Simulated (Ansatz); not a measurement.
## Property card for Ge$_{3}$PbSe$_{4}$

Ge3PbSe4:
```
Ge3PbSe4
1.0
    4.27273     0.00000     0.00000
    0.00000     3.91171     0.00000
   -0.04007     0.00000    10.92287
Ge Pb Se
3 1 4
Direct
  0.13115   0.00000   0.89053
  0.61675   0.50000   0.63205
  0.87846   0.50000   0.11131
  0.41849   0.00000   0.39456
  0.48468   0.00000   0.12620
  0.00351   0.00000   0.64971
  0.51499   0.50000   0.85593
  0.95195   0.50000   0.33960
```

Space group Pm (No. 6); conventional cell a = 4.273 Å, b = 3.912 Å, c = 10.923 Å, α = γ = 90.00°, β = 90.21°.

Method: LDA in the plane-wave PAW code Ansatz. Geometry: relaxed at this level of theory. Other levels are named where they apply.

**Cell and energy**

| Item | Value |
|---|---|
| Volume per atom | 22.82 Å³ |
| Density | 6.74 g/cm³ |
| Formation energy from the elements (no fitted shifts) | -0.27 eV/atom |

**Electronic structure**

| Item | Result |
|---|---|
| Band gap | 0.45 eV (indirect) |
| Valence-band maximum | off the standard path, at k = (0.417, 0.000, 0.255) in fractions of the reciprocal vectors |
| Conduction-band minimum | on the Y2–Γ line, 86 % of the way from Y2 (k = -0.070, 0.000, 0.005 in fractions of the reciprocal vectors) (2 equivalent valleys) |
| Smallest direct gap on the standard path | 0.73 eV |
| Electron effective mass | 0.070, 0.80, 2.3 mₑ (principal values) |
| Hole effective mass | 0.18, 0.27, 2.6 mₑ (principal values) |

**Mechanics**

| Quantity | Value |
|---|---|
| Bulk modulus (Birch–Murnaghan fit) | 41.7 GPa |
| Pressure derivative B′ | 7.4 |
| Elastic constants (relaxed ions, GPa) | C11 = 51.9, C22 = 89.7, C33 = 84.6, C12 = 39.3, C13 = 27.5, C23 = 21.6, C44 = 18.6, C55 = 22.4, C66 = 51.4, C15 = -2.1, C25 = 2.3, C35 = 3.1, C46 = 3.1 |
| Mechanical stability | stable (all eigenvalues of C positive) |
| Hill bulk and shear moduli | 43.8 and 24.5 GPa |
| Young's modulus | 62.0 GPa |
| Poisson's ratio | 0.26 |
| Debye temperature from the elastic constants | 223 K |
| Piezoelectric stress constants (proper, relaxed ions, C/m²) | e11 = -0.51, e12 = -0.33, e13 = -0.04, e15 = -0.14, e24 = -0.30, e26 = -0.17, e31 = -1.07, e32 = -1.37, e33 = -0.36, e35 = -0.10 |

**Phonons**

| Property | Value |
|---|---|
| Highest zone-centre frequency (without LO–TO term) | 223 cm⁻¹ |
| Zone-centre stability | no imaginary mode at Γ |

The first step of the workflow began from a Materials Project structure, measured or hypothetical; the Crystallography Open Database copy checked does not list it. Whether it is the stable phase at ambient conditions was not checked. The cell was relaxed with LDA under the symmetry of its start. A crystal of weakly bound layers computed without a dispersion correction: the cell and the soft elastic constants depend strongly on that. Signs of piezoelectric constants follow the polarity of the cell as given. The references are the lowest solids computed at this level, not always the standard phases. Spin–orbit coupling is left out wherever it is not named.

Potentials: the later of the program's two PAW sets.
